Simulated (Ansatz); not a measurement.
**Which state of LaSi2Ni2 comes out lowest in this cell?**

The cell (5 atoms) is LaSi2Ni2 in the coordinates of a database entry, unrelaxed (space group I4/mmm). Forces or pressure are large there, so the entry is far from the computed equilibrium and may be faulty or of a sample under other conditions. Source: COD entry 1537825; it may be a high-temperature, high-pressure or metastable form.

```xyz
5
Lattice="-2.0515 2.0515 4.8490 2.0515 -2.0515 4.8490 2.0515 2.0515 -4.8490" Properties=species:S:1:pos:R:3 pbc="T T T"
Ni    0.0000    2.0515    2.4245
Ni    2.0515    0.0000    2.4245
La    0.0000    0.0000    0.0000
Si    0.0000    0.0000    3.6368
Si    0.0000    0.0000    6.0613
```

Numbers behind element symbols give the atom's place in this list.

Method: DFT, r2SCAN, PAW, plane waves, scalar-relativistic in Ansatz.

```json
{
 "Plane-wave cutoff": "500 eV",
 "k-point mesh": "5×5×7 (Γ-centred)",
 "Occupations": "Fermi–Dirac smearing, 0.1 eV",
 "Valence electrons": "55"
}
```

The mesh has less symmetry than the lattice, which lowers the symmetry of the run.

Only collinear orders within this cell were tried; the true ground state may need a larger cell.

Plain SCF: the run stops at the first self-consistent solution.

Task: The cell was converged 5 times from various starts and settings. Describe the lowest state found.

Result: Non-magnetic (no spin polarisation), no gap on the k-mesh.

Task: Which atoms feel the largest force in the lowest state, and how large is it?

Result: Si4, Si5: 1.03 eV/Å.

Machine: 2 threads of AMD EPYC 9R45 96-Core Processor, on a shared host.

Task: Estimate the wall time and peak memory of the run “parallel moments, plain SCF [Ni1 2.00, Ni2 2.00 μB]” on this machine.

Result: 37 s, 1.1 GiB (39 iterations, 54 k-points after symmetry).
